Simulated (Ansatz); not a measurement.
## Zincblende alloy of GaAs and GaSb (18 of 32 As sites exchanged), 64 atoms

All numbers below come from Ansatz, DFT, PBEsol, PAW, plane waves.

Command:

```sh
ansatz run in.yaml --threads 8 --pin off --max-ram 118750MiB --runs-dir r --events-out ev --progress --plain --backend cuda --devices 0,
```

The input less its lattice and atoms:

```yaml
kpoints:
  mp_grid: { grid: [1, 1, 1], shift: [0.5, 0.5, 0.5] }
hamiltonian:
  xc: pbesol
scf:
  occupations: { method: fermi_dirac, width: 0.01 }
relax:
  f_tol: 0.03
  max_steps: 80
  escape_saddle: false
  adjacent_minimum: "off"
  cell: { fix: [shape] }
output:
  forces: true
  eigenvalues: true
  populations: true
```

Start:

```xyz
64
Lattice="11.8278 0.0000 0.0000 0.0000 11.8278 0.0000 0.0000 0.0000 11.8278" Properties=species:S:1:pos:R:3 pbc="T T T"
Ga    0.0142    0.0363    0.0240
Ga    0.0260    0.0270    5.9061
Ga    0.0161    5.9136    0.0082
Ga   11.8107    5.9185    5.9069
Ga    5.9327   11.8043   11.8072
Ga    5.8915   11.8265    5.9253
Ga    5.9010    5.9423   11.8270
Ga    5.9368    5.9064    5.9266
Ga    2.9590    2.9506   11.7769
Ga    2.9775    2.9576    5.8946
Ga    2.9762    8.8693   11.8113
Ga    2.9706    8.8890    5.9175
Ga    8.8958    2.9333    0.0412
Ga    8.8278    2.9302    5.9131
Ga    8.8838    8.8852    0.0021
Ga    8.8982    8.8536    5.8969
Ga    2.9692   11.7981    2.9541
Ga    2.9538   11.8205    8.8954
Ga    2.9918    5.9029    2.9728
Ga    2.9770    5.9237    8.8836
Ga    8.8602   11.8104    2.9429
Ga    8.8525    0.0069    8.8840
Ga    8.8216    5.9154    2.9303
Ga    8.8309    5.8988    8.8887
Ga    0.0016    2.9936    2.9908
Ga   11.8059    2.9559    8.8878
Ga   11.8229    8.8486    3.0069
Ga   11.8171    8.8915    8.8773
Ga    5.9027    2.9558    2.9168
Ga    5.9452    2.9411    8.8733
Ga    5.8987    8.8674    2.9597
Ga    5.9404    8.8438    8.8671
As    1.4868    1.4902    1.4793
As    1.4961    1.4568    7.3963
As    1.4433    7.3888    7.4263
As    7.3973    1.4897    1.4459
As    4.4403    4.4369    1.4615
As    4.4689   10.3421    1.4575
As   10.3244    4.4192    7.4137
As   10.3719   10.3437    7.4044
As   10.3734    1.4688    4.4465
As    1.4519    4.4399    4.3781
As    1.4550   10.3452    4.4260
As    1.4940   10.3678   10.3153
As    7.4315   10.3956    4.4761
As    7.3934   10.3209   10.3236
Sb    1.4687    7.3788    1.4774
Sb    7.3910    1.4740    7.3424
Sb    7.4200    7.4099    1.4913
Sb    7.3982    7.4203    7.4085
Sb    4.4371    4.4446    7.4045
Sb    4.4312   10.3391    7.4229
Sb   10.3621    4.4556    1.4602
Sb   10.3574   10.3426    1.5012
Sb    4.4361    1.4490    4.4436
Sb    4.4625    1.4902   10.3887
Sb    4.4156    7.3752    4.4153
Sb    4.4435    7.4262   10.3424
Sb   10.3149    1.5111   10.3151
Sb   10.3446    7.3818    4.4437
Sb   10.3555    7.4287   10.3753
Sb    1.4637    4.4433   10.3352
Sb    7.3694    4.4329    4.3983
Sb    7.4126    4.4266   10.3283
```

Steps:

```csv
step,energy less the first (eV),largest force component (eV/Å),pressure (GPa)
start,0.000,1.669,1.01
1,-2.748,0.253,-0.57
2,-2.876,0.027,-0.05
3,-2.878,0.027,-0.05
```

A structure on the way, about -2.75 eV from the start:

```
Ga As Sb
1.0
    11.88816    0.00000    0.00000
     0.00000   11.88816    0.00000
     0.00000    0.00000   11.88816
Ga As Sb
32 14 18
Cartesian
  0.1577 0.0338 0.0156
  0.0101 0.0172 5.9394
  0.0063 5.9577 0.0059
  0.0730 5.8672 6.0212
  6.0221 11.8038 0.0671
  5.9795 11.8195 5.8696
  5.8635 5.8831 0.0713
  5.9518 5.9487 5.9390
  2.9539 2.9572 0.1220
  2.8253 2.9424 5.9223
  2.9655 9.0870 0.0007
  2.8075 8.9232 5.9463
  8.8695 2.8680 0.0843
  9.0682 2.9489 5.9292
  8.8855 9.0074 11.8280
  8.9549 9.0845 5.9430
  2.8900 11.7955 2.8884
  2.8229 0.0148 8.9235
  2.9716 5.7928 2.9765
  2.8925 6.0378 8.8454
  8.8646 0.0805 3.0540
  8.9345 11.7319 8.9056
  8.9139 5.9610 2.9622
  8.9991 5.8677 8.8563
  0.0828 2.8993 3.0751
  11.8723 2.9539 8.7695
  0.0697 8.9861 3.0624
  0.0709 9.0156 8.8308
  5.9247 2.9474 2.8120
  5.9483 2.9451 8.9069
  5.9302 9.0772 2.9900
  6.0165 8.9839 8.9733
  1.5078 1.4870 1.5270
  1.4496 1.4702 7.4023
  1.4469 7.4541 7.4137
  7.4238 1.4356 1.5016
  4.4291 4.4244 1.4847
  4.4670 10.4345 1.4856
  10.4325 4.4395 7.3886
  10.4589 10.4342 7.4083
  10.4469 1.4680 4.4722
  1.4766 4.4271 4.4750
  1.4735 10.4445 4.4777
  1.4735 10.4304 10.3925
  7.4459 10.4330 4.4477
  7.4364 10.4201 10.4130
  1.5354 7.4580 1.5124
  7.4773 1.4379 7.3987
  7.3969 7.4905 1.4807
  7.4837 7.4688 7.4174
  4.4029 4.4478 7.4100
  4.4174 10.4042 7.4364
  10.4270 4.4049 1.5295
  10.4203 10.4665 1.5134
  4.4156 1.4534 4.3892
  4.4519 1.4418 10.4502
  4.4165 7.4456 4.4512
  4.4390 7.4742 10.4221
  10.4204 1.4368 10.3889
  10.4290 7.4309 4.5119
  10.4259 7.4735 10.3490
  1.4818 4.4364 10.3732
  7.4409 4.4045 4.4297
  7.4400 4.4394 10.4375
```

End:

```xyz
64
Lattice="11.8507 0.0000 0.0000 0.0000 11.8507 0.0000 0.0000 0.0000 11.8507" Properties=species:S:1:pos:R:3 pbc="T T T"
Ga    0.1489    0.0292    0.0019
Ga   11.8426    0.0065    5.9144
Ga   11.8488    5.9336   11.8480
Ga    0.0698    5.8661    5.9783
Ga    5.9928   11.7868    0.0783
Ga    5.9736   11.8008    5.8432
Ga    5.7963    5.8569    0.0840
Ga    5.9334    5.9456    5.9131
Ga    2.9480    2.9392    0.1470
Ga    2.8252    2.9148    5.9138
Ga    2.9819    9.0529   11.8452
Ga    2.8061    8.8948    5.9105
Ga    8.8319    2.8307    0.0813
Ga    9.0733    2.9460    5.9022
Ga    8.8336    8.9641   11.7701
Ga    8.9266    9.0527    5.9157
Ga    2.9024   11.7753    2.9076
Ga    2.8200    0.0333    8.8803
Ga    2.9629    5.7620    2.9875
Ga    2.8768    6.0518    8.8134
Ga    8.8469    0.0956    3.0407
Ga    8.9219   11.6996    8.8973
Ga    8.9036    5.9614    2.9639
Ga    8.9951    5.8348    8.7973
Ga    0.0714    2.8544    3.0535
Ga   11.8419    2.9356    8.7461
Ga    0.0693    8.9644    3.0478
Ga    0.0613    8.9727    8.7980
Ga    5.9112    2.9305    2.8326
Ga    5.9027    2.9313    8.8814
Ga    5.9003    9.0485    2.9715
Ga    5.9972    8.9626    8.9771
As    1.5055    1.4509    1.5342
As    1.4172    1.4558    7.3608
As    1.4284    7.4430    7.3705
As    7.3851    1.4291    1.5152
As    4.4089    4.3826    1.5157
As    4.4432   10.4222    1.4843
As   10.4489    4.4132    7.3514
As   10.4200   10.4041    7.3803
As   10.4222    1.4501    4.4628
As    1.4590    4.3831    4.4717
As    1.4602   10.4181    4.4631
As    1.4807   10.4041   10.3461
As    7.4354   10.4226    4.4243
As    7.4111   10.4039   10.3907
Sb    1.5333    7.4305    1.5056
Sb    7.4844    1.4394    7.3828
Sb    7.3544    7.4560    1.4761
Sb    7.4649    7.4596    7.4063
Sb    4.3724    4.4506    7.3812
Sb    4.4028   10.3730    7.4079
Sb   10.3954    4.3723    1.5250
Sb   10.3803   10.4326    1.4981
Sb    4.4017    1.4561    4.3885
Sb    4.4202    1.4333   10.4379
Sb    4.3963    7.4333    4.4230
Sb    4.4182    7.4528   10.3849
Sb   10.3985    1.4373   10.3473
Sb   10.4145    7.4318    4.5023
Sb   10.3968    7.4503   10.3033
Sb    1.4862    4.4185   10.3363
Sb    7.4313    4.3930    4.4196
Sb    7.4085    4.4210   10.4028
```

The run converged.

Time: 15 s of wall time on one NVIDIA GB300 with 8 processor threads, on a host shared with other runs; peak host memory 2.3 GiB.

Q: How much energy did the relaxation gain, and which atom moved most?

A: 2.88 eV in 3 steps, from a start with small random displacements; atom 14 (Ga) moved 0.23 Å, the median atom 0.10 Å (drift of the whole cell removed).
